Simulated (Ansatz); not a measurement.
MgS (rock salt, space group No. 225), a = b = c = 5.2297 Å, α = β = γ = 90.00°; the cell used has 2 atoms.

Relaxed with PBE. The program Ansatz at the PBE level (PAW) gives a gap of 2.76 eV.

**Question.** What gap does HSE06 give on the same cell (Ansatz, PAW)?

**Answer.** 3.77 eV, 1.01 eV more. The hybrid was solved on a coarser mesh and at special points; its gap is the smallest among all of these.

```
k  v1 PBE  c1 PBE  v1 HSE06  c1 HSE06
-  ------  ------  --------  --------
Γ    0.00    3.60       ___       ___
X   -1.64    2.76     -1.80      3.77
L   -0.57    4.53       ___       ___
W   -2.31    5.19       ___       ___
K   -1.33    3.89       ___       ___
```

**Question.** Top valence (v1) and lowest conduction level (c1) in eV from each method's valence maximum (which need not be a listed point): supply the withheld HSE06 values.

**Answer.** 
- L, v1 HSE06: -0.63
- L, c1 HSE06: 5.54
- W, v1 HSE06: -2.47
- W, c1 HSE06: 6.33
- Γ, v1 HSE06: 0.00
- Γ, c1 HSE06: 4.70
- K, v1 HSE06: -1.46
- K, c1 HSE06: 4.93

Cost on shared cores: the PBE run (SCF on a 9×9×9 mesh, then bands and DOS) very roughly 8 core-seconds, the HSE06 run (SCF on 7×7×7, then a few points) about 90 core-seconds (a rough figure); the tasks are unlike.

Space group Fm-3m (rock salt). The PBE relaxation kept the symmetry of its start; phonons on a q-mesh show no instability.

Potentials: the later of the program's two PAW sets.
